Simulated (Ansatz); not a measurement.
Total density of states per atom from the program Ansatz at the r²SCAN level (PAW), in 0.25 eV bins, energy from the Fermi level:

```csv
E (eV),states/eV/atom
-7.85,0.06
-7.60,0.14
-7.35,0.30
-7.10,0.30
-6.85,0.27
-6.60,0.23
-6.35,0.20
-6.10,0.09
-5.85,0.00
-5.60,0.00
-5.35,0.37
-5.10,0.42
-4.85,0.45
-4.60,0.49
-4.35,0.57
-4.10,0.39
-3.85,0.40
-3.60,0.44
-3.35,0.44
-3.10,0.45
-2.85,0.92
-2.60,0.75
-2.35,0.64
-2.10,0.72
-1.85,1.49
-1.60,0.65
-1.35,0.10
-1.10,0.29
-0.85,0.39
-0.60,0.47
-0.35,0.62
-0.10,0.63
0.15,0.63
0.40,0.97
0.65,1.98
0.90,0.77
1.15,0.93
1.40,0.98
1.65,1.52
1.90,2.01
2.15,0.42
2.40,0.30
2.65,0.48
2.90,0.87
3.15,1.52
```

Q: Pick the material that matches.
A. Ti3InC, anti-perovskite
B. Ti, hcp (Mg type)
C. TiSi2, Cmcm (Si on 4c, Si on 4c, Ti on 4c)
D. La3InN, anti-perovskite

A: A, Ti3InC, anti-perovskite. Within 0.5 eV of the Fermi level: Ti 3d 94 %. Projections are on Löwdin-orthogonalised atomic valence shells; empty p or d shells of many metals are not among them.

Space group Pm-3m (anti-perovskite). The first step of the workflow began from a Materials Project structure, measured or hypothetical; the Crystallography Open Database copy checked does not list it. Whether it is the stable phase at ambient conditions was not checked. The r²SCAN relaxation kept the symmetry of its start; its stability against distortions is not shown here. The run is not spin-polarised. Spin–orbit coupling is left out wherever it is not named.

Potentials: the later of the program's two PAW sets.
